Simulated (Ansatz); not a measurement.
CoPtW:
```yaml
crystal:
  lattice:
    - [2.74011, 0.00000, 0.00000]
    - [-1.37005, 2.37300, 0.00000]
    - [0.00000, 0.00000, 6.54818]
  atoms:
    - { symbol: Co, position: [0.00000, 0.00000, 0.99569], spin: 1.7 }
    - { symbol: Pt, position: [0.33333, 0.66667, 0.32727], spin: 0.0 }
    - { symbol: W, position: [0.66667, 0.33333, 0.67704], spin: -0.1 }
```

Relaxed with r²SCAN.

Q: Tabulate the valence density and the electron localisation function along the shortest Co–Pt contact (2.69 Å), r²SCAN (plane waves, PAW; program Ansatz).

A: 

```csv
distance from Co (Å),density (e/Å³),ELF
0.27,28.50,0.66
0.40,13.89,0.52
0.54,5.79,0.40
0.67,2.33,0.31
0.81,1.00,0.23
0.94,0.51,0.17
1.07,0.35,0.17
1.21,0.31,0.22
1.34,0.33,0.28
1.48,0.42,0.29
1.61,0.62,0.31
1.75,1.04,0.38
1.88,2.10,0.47
2.01,4.03,0.54
2.15,6.37,0.56
2.28,8.57,0.57
2.42,10.27,0.57
```

The density is the valence pseudo-density with augmentation charge, so density and ELF within about 1 Å of a nucleus are not all-electron values.

Space group P3m1. The start of the workflow was typed in or built on a structure type; neither database checked (COD, Materials Project) lists it. Its standing as an ambient phase is unchecked. The cell was relaxed with r²SCAN under the symmetry of its start; whether a distortion lowers the energy is not shown. Spin order of the final state: ferromagnetic, the only order run, not a proven ground state. Other orbital occupations within this spin state were not tried. Scalar-relativistic: spin–orbit coupling is off unless named, which matters more the heavier the elements.

Potentials: the earlier of the program's two PAW sets.
